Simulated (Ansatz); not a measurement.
Polymorphs of Cu, each relaxed with the program Ansatz at the PBEsol level (PAW):

A: fcc (Cu type) (Fm-3m)
a = b = c = 3.5637 Å, α = β = γ = 90.00°

```json
[
 {"atom": "Cu", "site": "4a", "symmetry": "m-3m", "x": "0.0000", "y": "0.0000", "z": "0.0000"}
]
```

B: dhcp (α-La type) (P6_3/mmc)
a = 2.5144 Å, b = 2.5144 Å, c = 8.2669 Å, α = 90.00°, β = 90.00°, γ = 120.00°

```csv
atom,site,symmetry,x,y,z
Cu,2a,-3m.,0.0000,0.0000,0.0000
Cu,2c,-6m2,0.3333,0.6667,0.2500
```

**Question.** Put the candidates in order of energy per atom at 0 K, lowest first, for PBEsol.

**Answer.** A (+0 meV/atom), B (+4 meV/atom)

Not the usual ambient phase: B. All cells were relaxed under the symmetry of their starts (and spin orders); stability against distortions was not tested throughout. Rows with no word on spin ran without spin polarisation.

Energies hold the estimated change up to a 700 eV cutoff; steps of a few meV lie near the error of the meshes.

Potentials: the later of the program's two PAW sets.
